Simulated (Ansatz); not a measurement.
CsGeI3:
Space group R3m, hexagonal axes (No. 160); a = 8.4355 Å, b = 8.4355 Å, c = 10.7668 Å, α = 90.00°, β = 90.00°, γ = 120.00°

```json
[
 {"atom": "I", "site": "9b", "symmetry": ".m", "x": "0.5029", "y": "0.0058", "z": "0.0031"},
 {"atom": "Cs", "site": "3a", "symmetry": "3m", "x": "0.0000", "y": "0.0000", "z": "0.0099"},
 {"atom": "Ge", "site": "3a", "symmetry": "3m", "x": "0.0000", "y": "0.0000", "z": "0.5427"}
]
```
(The calculation used a cell of 5 atoms; values per cell refer to that cell.)

Relaxed with r²SCAN.

Question: Which orbitals make up the states near the band edges in the program Ansatz at the r²SCAN level (PAW)?

Answer: Top 1 eV of the valence band: I 5p 61 %, Ge 4s 21 %, Ge 4p 15 %. Bottom 1 eV of the conduction band: Ge 4p 67 %, I 5p 19 %, I 5s 5 %, outside the projected shells 6 %. Projections are on Löwdin-orthogonalised atomic valence shells; empty p or d shells of many metals are not among them.

Question: Tabulate the density of states.

Answer: States/eV per cell of 5 atoms, in 0.25 eV bins, energy from the valence-band maximum.

```csv
E (eV),total,I 5p,Ge 4p,Cs 6s
-7.90,2.15,0.46,0.02,0.00
-7.65,1.14,0.22,0.01,0.00
-7.40,0.32,0.05,0.00,0.00
-7.15,0.00,0.00,0.00,0.00
-6.90,0.00,0.00,0.00,0.00
-6.65,0.00,0.00,0.00,0.00
-6.40,0.00,0.00,0.00,0.00
-6.15,0.00,0.00,0.00,0.00
-5.90,0.00,0.00,0.00,0.00
-5.65,0.00,0.00,0.00,0.00
-5.40,0.00,0.00,0.00,0.00
-5.15,0.00,0.00,0.00,0.00
-4.90,0.00,0.00,0.00,0.00
-4.65,0.00,0.00,0.00,0.00
-4.40,2.12,1.40,0.69,0.00
-4.15,4.31,2.86,1.36,0.00
-3.90,2.74,1.85,0.80,0.00
-3.65,2.23,1.54,0.58,0.01
-3.40,3.24,2.35,0.66,0.06
-3.15,3.94,3.10,0.47,0.18
-2.90,5.49,4.57,0.46,0.25
-2.65,4.40,4.09,0.16,0.03
-2.40,6.61,6.25,0.19,0.03
-2.15,6.31,6.12,0.06,0.02
-1.90,10.80,10.32,0.23,0.04
-1.65,8.73,8.34,0.19,0.03
-1.40,6.36,5.82,0.23,0.03
-1.15,2.35,1.64,0.28,0.02
-0.90,1.41,0.89,0.20,0.00
-0.65,0.76,0.45,0.12,0.00
-0.40,0.19,0.10,0.03,0.00
-0.15,0.00,0.00,0.00,0.00
0.10,0.00,0.00,0.00,0.00
0.35,0.00,0.00,0.00,0.00
0.60,0.00,0.00,0.00,0.00
0.85,0.00,0.00,0.00,0.00
1.10,0.00,0.00,0.00,0.00
1.35,0.17,0.03,0.12,0.00
1.60,1.02,0.19,0.67,0.00
1.85,2.45,0.47,1.64,0.03
2.10,2.12,0.42,1.41,0.04
2.35,1.43,0.32,0.91,0.02
2.60,1.42,0.34,0.88,0.01
2.85,1.78,0.47,1.07,0.01
3.10,1.75,0.47,1.03,0.02
3.35,1.48,0.39,0.81,0.05
3.60,1.57,0.39,0.76,0.15
3.85,1.89,0.44,0.80,0.25
4.10,2.74,0.62,1.10,0.13
4.35,4.04,0.73,1.24,0.63
4.60,5.04,0.71,1.09,1.02
4.85,4.99,0.33,0.32,1.24
5.10,6.78,0.28,0.29,0.93
5.35,8.52,0.18,0.25,0.27
5.60,6.58,0.16,0.23,0.17
5.85,4.32,0.08,0.09,0.13
```

The workflow started from an entry of the Crystallography Open Database (COD, 293 K). Its standing as an ambient phase is unchecked. Symmetry was held in the r²SCAN relaxation; its stability against distortions is not shown here. Scalar-relativistic: spin–orbit coupling is off unless named, which matters more the heavier the elements.

Potentials: the later of the program's two PAW sets.
